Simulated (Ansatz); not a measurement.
NbRu:
```yaml
crystal:
  lattice:
    - [0.00000, 2.59729, 2.59729]
    - [2.59729, 0.00000, 2.59729]
    - [2.59729, 2.59729, 0.00000]
  atoms:
    - { symbol: Ru, position: [0.00000, 0.00000, 0.00000] }
    - { symbol: Nb, position: [0.50000, 0.50000, 0.50000] }
```

Relaxed with PBE. Special points in fractions of this cell's reciprocal vectors: Γ (0.000, 0.000, 0.000); X (0.500, 0.000, 0.500); U (0.625, 0.250, 0.625); K (0.375, 0.375, 0.750); L (0.500, 0.500, 0.500); W (0.500, 0.250, 0.750).

Q: List the band energies nearest the Fermi level at these points for DFT-PBE with spin–orbit coupling in the program Ansatz with PAW potentials.

A: In eV from the Fermi level; about four levels below and three above (degenerate sets whole), none deeper than 8.9 eV; points with the same levels are listed once.

```csv
k,below,above
Γ,-3.91 -3.91 -3.91 -3.91 -3.79 -3.79,3.27 3.27 3.27 3.27
X,-0.70 -0.70 -0.56 -0.56,0.06 0.06 1.94 1.94
U,-2.37 -2.37 -1.06 -1.06,0.87 0.87 1.86 1.86
L,-0.71 -0.71 -0.70 -0.70,1.30 1.30 1.36 1.36
W,-1.01 -1.01 -0.60 -0.60,0.10 0.10 1.80 1.80
```

Space group Fm-3m (rock salt). The start of the workflow was typed in or built on a structure type; neither database checked (COD, Materials Project) lists it. COD files the formula under space group No. 123, 221, so this cell is another polymorph or a model. Whether it is the stable phase at ambient conditions was not checked. The PBE relaxation kept the symmetry of its start; whether a distortion lowers the energy is not shown. No spin polarisation was allowed. Its formation energy is positive at this level, so the cell may be metastable or incomplete.

Potentials: the earlier of the program's two PAW sets.
